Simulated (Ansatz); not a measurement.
InP:
```yaml
crystal:
  lattice:
    - [7.27578, 0.00000, 0.00000]
    - [0.00000, 7.27578, 0.00000]
    - [0.00000, 0.00000, 4.21601]
  atoms:
    - { symbol: In, position: [0.32187, 0.67813, 0.00000] }
    - { symbol: In, position: [0.67813, 0.32187, 0.00000] }
    - { symbol: In, position: [0.82187, 0.82187, 0.50000] }
    - { symbol: In, position: [0.17813, 0.17813, 0.50000] }
    - { symbol: P, position: [0.31950, 0.31950, 0.00000] }
    - { symbol: P, position: [0.68050, 0.68050, 0.00000] }
    - { symbol: P, position: [0.18050, 0.81950, 0.50000] }
    - { symbol: P, position: [0.81950, 0.18050, 0.50000] }
```

Relaxed with PBE. Special points in fractions of this cell's reciprocal vectors: Γ (0.000, 0.000, 0.000); X (0.000, 0.500, 0.000); M (0.500, 0.500, 0.000); Z (0.000, 0.000, 0.500); R (0.000, 0.500, 0.500); A (0.500, 0.500, 0.500).

Problem. List the band energies nearest the valence-band maximum at these points for plane-wave PAW PBE with spin–orbit coupling (Ansatz code).

Solution. In eV from the valence-band maximum; about four levels below and three above (degenerate sets whole), none deeper than 8.9 eV; points with the same levels are listed once.

| k | below | above |
|---|---|---|
| Γ | -0.03 -0.03 0.00 0.00 | 0.55 0.55 1.64 1.64 |
| X | -0.53 -0.53 -0.53 -0.53 | 1.96 1.96 1.96 1.96 |
| M | -0.98 -0.98 -0.98 -0.98 | 2.00 2.00 2.00 2.00 |
| Z | -1.64 -1.64 -1.64 -1.64 | 2.69 2.69 2.69 2.69 |
| R | -0.97 -0.97 -0.95 -0.95 | 2.15 2.15 2.16 2.16 |
| A | -1.29 -1.29 -1.29 -1.29 | 1.29 1.29 1.29 1.29 |

Space group P4_2/mnm. The start of the workflow was typed in or built on a structure type; neither database checked (COD, Materials Project) lists it. It is not the phase usual at ambient conditions (space group No. 216). Symmetry was held in the PBE relaxation; whether a distortion lowers the energy is not shown. The volume moved by 25 % from the start of the relaxation.

Potentials: the later of the program's two PAW sets.
